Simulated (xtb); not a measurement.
xtb single point, GFN2-xTB, ALPB implicit dichloromethane, on hexachlorodisilane, Si2Cl6 (SMILES Cl[Si](Cl)(Cl)[Si](Cl)(Cl)Cl), charge 0, multiplicity 1.

```
xtb m.xyz --gfn 2 --chrg 0 --uhf 0 --norestart --sp --alpb ch2cl2

8

Cl    -1.881377     1.741065     0.736528
Si    -1.169755     0.001916     0.000665
Cl    -1.881272    -0.230435    -1.873439
Cl    -1.881343    -1.504985     1.138823
Si     1.169646     0.001905     0.000642
Cl     1.881377     1.502782    -1.145381
Cl     1.881347     0.243979     1.873439
Cl     1.881376    -1.741065    -0.726019
```

Output:

```

          ...................................................
          :                      SETUP                      :
          :.................................................:
          :  # basis functions                  80          :
          :  # atomic orbitals                  72          :
          :  # shells                           24          :
          :  # electrons                        50          :
          :  max. iterations                   250          :
          :  Hamiltonian                  GFN2-xTB          :
          :  restarted?                      false          :
          :  GBSA solvation                   true          :
          :  PC potential                    false          :
          :  electronic temp.          300.0000000     K    :
          :  accuracy                    1.0000000          :
          :  -> integral cutoff          0.2500000E+02      :
          :  -> integral neglect         0.1000000E-07      :
          :  -> SCF convergence          0.1000000E-05 Eh   :
          :  -> wf. convergence          0.1000000E-03 e    :
          :  Broyden damping             0.4000000          :
          :  net charge                          0          :
          :  unpaired electrons                  0          :
          ...................................................

 iter      E             dE          RMSdq      gap      omega  full diag
   1    -30.8980183 -0.308980E+02  0.724E+00    5.48       0.0  T
   2    -31.0221799 -0.124162E+00  0.540E+00    4.61       1.0  T
   3    -31.0671495 -0.449696E-01  0.247E+00    4.98       1.0  T
   4    -31.0543469  0.128027E-01  0.226E+00    4.74       1.0  T
   5    -31.0715510 -0.172042E-01  0.566E-01    4.91       1.0  T
   6    -31.0714390  0.112032E-03  0.175E-01    4.94       1.0  T
   7    -31.0713969  0.421223E-04  0.237E-01    4.94       1.0  T
   8    -31.0716305 -0.233611E-03  0.397E-02    4.92       1.0  T
   9    -31.0716366 -0.615154E-05  0.145E-02    4.92       2.4  T
  10    -31.0716369 -0.257872E-06  0.876E-03    4.92       4.0  T
  11    -31.0716367  0.204459E-06  0.116E-02    4.92       3.0  T
  12    -31.0716373 -0.643942E-06  0.149E-03    4.92      23.8  T
  13    -31.0716374 -0.113493E-07  0.557E-04    4.92      63.5  T
  14    -31.0716374 -0.675541E-09  0.201E-04    4.92     176.1  T

   *** convergence criteria satisfied after 14 iterations ***

         #    Occupation            Energy/Eh            Energy/eV
      -------------------------------------------------------------
         1        2.0000           -1.0982990             -29.8862
       ...           ...                  ...                  ...
        19        2.0000           -0.4571918             -12.4408
        20        2.0000           -0.4571905             -12.4408
        21        2.0000           -0.4553807             -12.3915
        22        2.0000           -0.4553794             -12.3915
        23        2.0000           -0.4533354             -12.3359
        24        2.0000           -0.4530215             -12.3273
        25        2.0000           -0.4189394             -11.3999 (HOMO)
        26                         -0.2381496              -6.4804 (LUMO)
        27                         -0.2381478              -6.4803
        28                         -0.1885374              -5.1304
        29                         -0.1790675              -4.8727
        30                         -0.1731799              -4.7125
       ...                                ...                  ...
        72                          0.7974351              21.6993
      -------------------------------------------------------------
                  HL-Gap            0.1807898 Eh            4.9195 eV
             Fermi-level           -0.3285445 Eh           -8.9402 eV


         :::::::::::::::::::::::::::::::::::::::::::::::::::::
         ::                     SUMMARY                     ::
         :::::::::::::::::::::::::::::::::::::::::::::::::::::
         :: total energy             -31.024796545874 Eh    ::
         :: total w/o Gsasa/hb       -31.014109859876 Eh    ::
         :: gradient norm              0.002905455359 Eh/a0 ::
         :: HOMO-LUMO gap              4.919539682365 eV    ::
         ::.................................................::
         :: SCC energy               -31.071588059042 Eh    ::
         :: -> isotropic ES            0.049897069076 Eh    ::
         :: -> anisotropic ES          0.001204455223 Eh    ::
         :: -> anisotropic XC         -0.000524735656 Eh    ::
         :: -> dispersion             -0.015179859260 Eh    ::
         :: -> Gsolv                  -0.012617474373 Eh    ::
         ::    -> Gelec               -0.001930788375 Eh    ::
         ::    -> Gsasa               -0.014835383359 Eh    ::
         ::    -> Ghb                  0.000000000000 Eh    ::
         ::    -> Gshift               0.004148697361 Eh    ::
[... lines cut ...]
        26                         -0.2381496              -6.4804 (LUMO)
        27                         -0.2381478              -6.4803
        28                         -0.1885374              -5.1304
        29                         -0.1790675              -4.8727
        30                         -0.1731799              -4.7125
        31                         -0.1731723              -4.7123
        32                         -0.1279285              -3.4811
        33                         -0.0585366              -1.5929
        34                         -0.0585320              -1.5927
        35                         -0.0332523              -0.9048
        36                         -0.0332511              -0.9048
       ...                                ...                  ...
        72                          0.7974351              21.6993
      -------------------------------------------------------------
                  HL-Gap            0.1807898 Eh            4.9195 eV
             Fermi-level           -0.3285445 Eh           -8.9402 eV

     #   Z          covCN         q      C6AA      α(0)
     1  17 Cl       0.815    -0.169   104.353    15.627
     2  14 Si       3.346     0.507   112.697    21.214
     3  17 Cl       0.815    -0.169   104.354    15.627
     4  17 Cl       0.815    -0.169   104.354    15.627
     5  14 Si       3.346     0.507   112.696    21.214
     6  17 Cl       0.815    -0.169   104.354    15.627
     7  17 Cl       0.815    -0.169   104.355    15.627
     8  17 Cl       0.815    -0.169   104.354    15.627

 Mol. C6AA /au·bohr⁶  :       6725.352463
 Mol. C8AA /au·bohr⁸  :     326534.500445
 Mol. α(0) /au        :        136.192142

Wiberg/Mayer (AO) data.
largest (>0.10) Wiberg bond orders for each atom

 ---------------------------------------------------------------------------
     #   Z sym  total        # sym  WBO       # sym  WBO       # sym  WBO
 ---------------------------------------------------------------------------
     1  17 Cl   1.307 --     2 Si   1.162
     2  14 Si   4.268 --     1 Cl   1.162     4 Cl   1.162     3 Cl   1.162
                             5 Si   0.682
     3  17 Cl   1.307 --     2 Si   1.162
     4  17 Cl   1.307 --     2 Si   1.162
     5  14 Si   4.268 --     8 Cl   1.162     7 Cl   1.162     6 Cl   1.162
                             2 Si   0.682
     6  17 Cl   1.307 --     5 Si   1.162
     7  17 Cl   1.307 --     5 Si   1.162
     8  17 Cl   1.307 --     5 Si   1.162
 ---------------------------------------------------------------------------


molecular dipole:
                 x           y           z       tot (Debye)
 q only:       -0.000       0.000       0.000
   full:       -0.000       0.000      -0.000       0.001
molecular quadrupole (traceless):
                xx          xy          yy          xz          yz          zz
 q only:       -1.406      -0.000       0.703      -0.000       0.000       0.703
  q+dip:        0.808      -0.000      -0.403      -0.001       0.000      -0.404
   full:        1.253      -0.000      -0.626      -0.001       0.000      -0.627

           -------------------------------------------------
          | TOTAL ENERGY              -31.024796545874 Eh   |
          | GRADIENT NORM               0.002905455359 Eh/α |
          | HOMO-LUMO GAP               4.919539682365 eV   |
           -------------------------------------------------
```

The total energy is -844.23 eV, -0.34 eV from the same level's vacuum run.
